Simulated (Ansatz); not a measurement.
Relaxation of a generated cell, TiAl3 built in the AFLOW prototype AB3_hR8_148_c_f (D0_5, as in BiI3); 8 atoms in the cell, which starts as R-3, hexagonal axes (No. 148), hR8; a = 5.368 Å, b = 5.368 Å, c = 14.812 Å, α = 90.00°, β = 90.00°, γ = 120.00°. The numbers are results of PBEsol (plane waves to 420 eV, PAW, scalar-relativistic; Ansatz, an electronic-structure program), not measurements. Γ-centred k-mesh 7×7×7 on the run's cell (coarser than for final values), Fermi–Dirac smearing 0.05 eV. This is the first round of the run. 

The optimiser's lines from the output (shortened; P is positive under compression):

```
relax step   1: F+E_penalty+E_count = -8084.21621540 eV  Δ(F+E_penalty+E_count) = +0.000e0 eV  max|allowed force component| = 4.197e0 eV/Å  Δτ_max = 0.0000 Å  P = +34.430 GPa  Ω = 123.230 Å³  (7 SCF iters, dr2 threshold 1.00e-7 eV, accepted)
relax step   2: F+E_penalty+E_count = -8089.71313376 eV  Δ(F+E_penalty+E_count) = -5.497e0 eV  max|allowed force component| = 1.809e0 eV/Å  Δτ_max = 0.1965 Å  P = +17.087 GPa  Ω = 129.384 Å³  (8 SCF iters, dr2 threshold 8.00e-7 eV, accepted)
relax step   3: F+E_penalty+E_count = -8092.46510271 eV  Δ(F+E_penalty+E_count) = -2.752e0 eV  max|allowed force component| = 1.063e0 eV/Å  Δτ_max = 0.1947 Å  P = +6.018 GPa  Ω = 136.395 Å³  (7 SCF iters, dr2 threshold 8.00e-7 eV, accepted)
relax step   4: F+E_penalty+E_count = -8093.92919972 eV  Δ(F+E_penalty+E_count) = -1.464e0 eV  max|allowed force component| = 1.450e0 eV/Å  Δτ_max = 0.2000 Å  P = +1.880 GPa  Ω = 137.251 Å³  (6 SCF iters, dr2 threshold 8.00e-7 eV, accepted)
relax step   5: F+E_penalty+E_count = -8095.33827205 eV  Δ(F+E_penalty+E_count) = -1.409e0 eV  max|allowed force component| = 8.199e-1 eV/Å  Δτ_max = 0.2000 Å  P = +0.361 GPa  Ω = 134.996 Å³  (6 SCF iters, dr2 threshold 8.00e-7 eV, accepted)
relax step   6: F+E_penalty+E_count = -8096.32163366 eV  Δ(F+E_penalty+E_count) = -9.834e-1 eV  max|allowed force component| = 6.856e-1 eV/Å  Δτ_max = 0.1948 Å  P = +0.363 GPa  Ω = 132.611 Å³  (6 SCF iters, dr2 threshold 8.00e-7 eV, accepted)
relax step   7: F+E_penalty+E_count = -8096.95133706 eV  Δ(F+E_penalty+E_count) = -6.297e-1 eV  max|allowed force component| = 3.866e-1 eV/Å  Δτ_max = 0.1299 Å  P = -2.093 GPa  Ω = 132.208 Å³  (6 SCF iters, dr2 threshold 8.00e-7 eV, accepted)
relax step   8: F+E_penalty+E_count = -8097.50845756 eV  Δ(F+E_penalty+E_count) = -5.571e-1 eV  max|allowed force component| = 8.547e-1 eV/Å  Δτ_max = 0.1182 Å  P = -3.559 GPa  Ω = 130.357 Å³  (6 SCF iters, dr2 threshold 8.00e-7 eV, accepted)
relax step   9: F+E_penalty+E_count = -8097.98624186 eV  Δ(F+E_penalty+E_count) = -4.778e-1 eV  max|allowed force component| = 6.094e-1 eV/Å  Δτ_max = 0.1557 Å  P = -2.892 GPa  Ω = 126.881 Å³  (6 SCF iters, dr2 threshold 8.00e-7 eV, accepted)
relax step  10: F+E_penalty+E_count = -8098.10637058 eV  Δ(F+E_penalty+E_count) = -1.201e-1 eV  max|allowed force component| = 5.243e-2 eV/Å  Δτ_max = 0.0914 Å  P = +0.226 GPa  Ω = 122.840 Å³  (6 SCF iters, dr2 threshold 8.00e-7 eV, accepted)
relax step  11: F+E_penalty+E_count = -8098.10752879 eV  Δ(F+E_penalty+E_count) = -1.158e-3 eV  max|allowed force component| = 9.972e-4 eV/Å  Δτ_max = 0.0089 Å  P = +0.006 GPa  Ω = 123.073 Å³  (6 SCF iters, dr2 threshold 2.64e-7 eV, accepted)
relax step  12: F+E_penalty+E_count = -8098.11047705 eV  Δ(F+E_penalty+E_count) = -2.948e-3 eV  max|allowed force component| = 9.982e-4 eV/Å  Δτ_max = 0.0000 Å  P = +0.064 GPa  Ω = 123.073 Å³  stress off target by 1.05e-1 GPa  SCF on the basis re-selected at this cell (its energy is not comparable with the rows above)  (6 SCF iters)
relax step  13: F+E_penalty+E_count = -8098.11049500 eV  Δ(F+E_penalty+E_count) = -1.796e-5 eV  max|allowed force component| = 1.047e-4 eV/Å  Δτ_max = 0.0002 Å  P = +0.003 GPa  Ω = 123.140 Å³  (6 SCF iters, dr2 threshold 2.78e-8 eV, accepted)
relax step  14: F+E_penalty+E_count = -8098.11054073 eV  Δ(F+E_penalty+E_count) = -4.573e-5 eV  max|allowed force component| = 1.047e-4 eV/Å  Δτ_max = 0.0000 Å  P = +0.003 GPa  Ω = 123.140 Å³  stress off target by 4.83e-3 GPa  SCF on the basis re-selected at this cell (its energy is not comparable with the rows above)  (8 SCF iters)
```

From the first to the last row the energy changes by -1.74 eV/atom and the volume by -0.1 %. The last row is marked as not comparable with the walk above it, whose basis was carried along; it does compare with step 1, since both stand on a basis selected at the nominal cutoff for their own cell.

Later rounds, restarted from the end of this one on a renewed k-mesh, logged 2 more steps and released under 0.01 eV/atom more. The final structure after all rounds: Pm-3m (No. 221), cP4, Cu3Au type; a = 3.9487 Å, b = 3.9487 Å, c = 3.9487 Å, α = 90.00°, β = 90.00°, γ = 90.00°. Between re-selections the logged energies stand on a plane-wave basis carried along with the cell. No spin polarisation in the result.

The run could not lose the symmetry of its start.

The first start was generated by placing the elements on the sites of a structure type. Materials Project lists a structure of TiAl3 in the same space group, Pm-3m (No. 221); the sites were not compared with it, nor with measured phases. Known forms of TiAl3 include space group No. 139.
